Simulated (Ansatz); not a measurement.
Starting cell, SnSe2 (CdI2 type):

```
CELL_PARAMETERS angstrom
      7.68061     0.00000     0.00000
     -1.92015     3.32580     0.00000
      0.00000     0.00000     6.00399
ATOMIC_POSITIONS crystal
  Sn 0.00000 0.00000 0.00000
  Sn 0.50000 0.00000 0.00000
  Se 0.16667 0.66667 0.26538
  Se 0.66667 0.66667 0.26538
  Se 0.33333 0.33333 0.73462
  Se 0.83333 0.33333 0.73462
```

In each cell atom 1 (Sn, nearest neighbour Se at 2.730 Å; its periodic images, 3.8 Å or more away, move with it) moves by s·(1.000, 0.000, 0.000) (along Cartesian x), the rest being held.

Computed with PBE-D3(BJ) (plane waves to 420 eV, PAW, scalar-relativistic; Ansatz, a quantum-chemistry and plane-wave program). k mesh 4×8×5 (Γ-centred), Fermi-Dirac smearing 0.05 eV. E stands for the smeared free energy. SnSe2 was relaxed with its symmetry unable to fall. The PAW data are Ansatz's earlier set. The zero of ΔE is the undisplaced structure.

Successive frames, forces in eV/Å:

```tsv
frame	ΔE (meV/cell)	F on Sn1	F on Sn2	F on Se3	F on Se4	F on Se5	F on Se6
s = 0.216 Å	200	(-1.878, -0.390, -0.275)	(0.751, 0.389, 0.281)	(0.473, -0.221, 0.451)	(0.066, 0.034, -0.219)	(0.302, 0.193, -0.475)	(0.285, -0.004, 0.237)
s = 0.162 Å	112	(-1.394, -0.293, -0.209)	(0.562, 0.292, 0.211)	(0.335, -0.140, 0.310)	(0.067, 0.035, -0.184)	(0.201, 0.124, -0.322)	(0.228, -0.019, 0.194)
s = 0.108 Å	50	(-0.922, -0.195, -0.140)	(0.374, 0.195, 0.141)	(0.210, -0.078, 0.188)	(0.058, 0.031, -0.137)	(0.117, 0.070, -0.193)	(0.163, -0.023, 0.142)
```

What are the energy and the forces in the next frame, s = 0.054 Å?

ΔE (meV/cell) = 12.

| atom | Fx | Fy | Fz |
|---|---|---|---|
| Sn1 | -0.459 | -0.098 | -0.070 |
| Sn2 | 0.187 | 0.098 | 0.071 |
| Se3 | 0.099 | -0.031 | 0.084 |
| Se4 | 0.036 | 0.020 | -0.078 |
| Se5 | 0.051 | 0.029 | -0.085 |
| Se6 | 0.087 | -0.018 | 0.079 |

(A displaced cell: forces are minus the slopes of the energy, force constants its curvatures, and phonons follow from these.)
